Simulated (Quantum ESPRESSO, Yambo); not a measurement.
**Levels of theory for the gap of LiNbF6**

LiNbF6 (space group R-3, No. 148): one geometry, one set of norm-conserving LDA (Quantum ESPRESSO, 84 Ry, without SOC) orbitals, self-energies from Yambo (2×2×2 Γ-centred k mesh, bands 2 to 159 and a 7 Ry block in the screening, 159 bands in G with the Bruneval-Gonze terminator, plasmon pole fitted at 27.2 eV).

The geometry is that of Materials Project entry mp-1078799, symmetrised and not relaxed again.

```
level                                                     gap Γ → L (eV)  direct gap at L (eV)                        rough Yambo cost
--------------------------------------------------------  --------------  --------------------  --------------------------------------
LDA (Quantum ESPRESSO)                                              5.29                  5.35                                       –
exchange only (Hartree-Fock self-energy on LDA orbitals)           19.19                 19.25                    about 1/4 (8 states)
static COHSEX@LDA                                                  10.49                 10.57       within a factor of two (3 states)
G0W0@LDA, plasmon pole                                              9.51                  9.57                            1 (8 states)
G0W0@LDA, multipole fit to 8 frequencies, no terminator             9.40                  9.46       within a factor of two (3 states)
G0W0@LDA, plasmon pole, no terminator                               9.57                  9.63  about 1/5 (3 states, screening reused)
```

Bare exchange has no screening and gives the widest gap; static COHSEX screens it but leaves out the frequency dependence, which G0W0 restores.

Costs are rough ratios of core time on shared machines.

Nearest settings tried, and what they do to the gap: 106 bands in W, 106 bands in G: +87 meV; 6 Ry block (175 vectors against 223): +49 meV. Not varied: mesh. So the settings aren't converged at that level. The k mesh is coarse.

Spin-orbit splittings are left out.

The structure is a Materials Project entry; no match was found in the copy of COD used, and its stability was not checked.
